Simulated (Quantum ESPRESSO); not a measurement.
Space group I4/mmm (No. 139); a = b = 4.197 Å, c = 12.984 Å, α = β = γ = 90.00°

```json
[
 {"atom": "N", "site": "4e", "symmetry": "4mm", "x": "0.0000", "y": "0.0000", "z": "0.1407"},
 {"atom": "Zn", "site": "2a", "symmetry": "4/mmm", "x": "0.0000", "y": "0.0000", "z": "0.0000"},
 {"atom": "Ba", "site": "4e", "symmetry": "4mm", "x": "0.0000", "y": "0.0000", "z": "0.3453"}
]
```
(The calculation used a cell of 5 atoms; values per cell refer to that cell.)

The geometry is that of Materials Project entry mp-9307, symmetrised and not relaxed again.

Task: What does PBEsol (pw.x of Quantum ESPRESSO, ONCV potentials, without SOC) give for the electronic structure near the Fermi level?

Result: The PBEsol gap is indirect, 0.48 eV, from Γ to X; the smallest direct gap is 0.56 eV.
